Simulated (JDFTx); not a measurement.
System: AlRu(100) (Pm-3m bulk; lattice of mp-542569, not re-optimised at this level), 1x1 cell of 7 atoms in 7 planes (Ru outermost, slab composition Al3Ru4), area 8.90 Å² a face, 8.9 Å between the outermost planes in a cell 24.9 Å high; k mesh 8×8×1, Fermi width 0.01 Ha, no spin polarisation. Whether this polymorph is the ambient one wasn't checked.

Level of theory: PBE, GBRV ultrasoft potentials, plane waves to 20/100 Ha; code: JDFTx (a modified build). Liquid: linear PCM (GLSSA13), water, 0.5 M NaCl. Between zero charge and 0.68 V from it the run gives σ = 19.3 μC/cm², a mean capacitance of 28.4 μF/cm². The liquid has ε = 78.4, a 1:1 salt at 0.5 M with linear (Debye) response, and T = 298 K.

Worked example: the Debye length, the diffuse-layer capacitance, and the inner capacitance that is left when the two stand in series.

Each ion has density c = 0.5 × 6.022×10⁻⁴ = 3.011e-04 Å⁻³. λ² = ε kT / (8π (e²/4πε₀) c) with kT = 0.02568 eV and e²/4πε₀ = 14.40 eV Å gives λ = 4.30 Å; the log prints 4.30 Å. C_diffuse = ε₀ε/λ = 161 μF/cm². Then 1/C_inner = 1/28.4 − 1/161, so C_inner = 34.5 μF/cm², which equals a vacuum gap of ε₀/C_inner = 0.26 Å. The diffuse layer takes 18 % of the potential drop; the rest lies between the electrode's charge and the onset of the dielectric, with the electrode's own (quantum) capacitance in it. The split is a model: in the calculation solvent and ions share one smooth cavity.
